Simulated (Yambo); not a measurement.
Data:

```xyz
12
Lattice="4.4791 0.0000 0.0000 0.0000 5.3926 0.0000 0.0000 0.0000 4.8955" Properties=species:S:1:pos:R:3 pbc="T T T"
H      3.2594     4.8052     2.0552
H      1.2197     0.5874     2.8403
H      3.4592     3.2837     4.5029
H      1.0198     2.1089     0.3926
H      1.0198     3.2837     2.8403
H      3.4592     2.1089     2.0552
H      1.2197     4.8052     0.3926
H      3.2594     0.5874     4.5029
Mg     2.2395     4.4841     3.6716
Mg     2.2395     0.9085     1.2239
Mg     0.0000     3.6048     1.2239
Mg     0.0000     1.7878     3.6716
```

Workflow: PBEsol (pw.x of Quantum ESPRESSO, ONCV potentials, scalar-relativistic), then G0W0 in Yambo (4×2×2 Γ-centred k mesh, bands 17 to 173 and a 7 Ry block in the screening, 173 bands in G with the Bruneval-Gonze terminator, plasmon pole fitted at 27.2 eV).

### Question
Give the PBEsol and G0W0 gaps between the band edges found on this mesh, and say where the edges lie.

### Answer
Edges: Γ → Γ. PBEsol: 3.53 eV; G0W0: 5.53 eV. The mesh misses an edge: along a dense path the PBEsol gap is 3.41 eV. Nearest settings tried, and what they do to the gap: 113 bands in W, 113 bands in G: -28 meV; 6 Ry block (201 vectors against 261): -49 meV; 2×2×2 mesh: -20 meV. So the settings aren't converged at that level. 

Geometry of the Materials Project entry, not relaxed at this level.

The structure is a Materials Project entry; no match was found in the copy of COD used, and its stability was not checked.
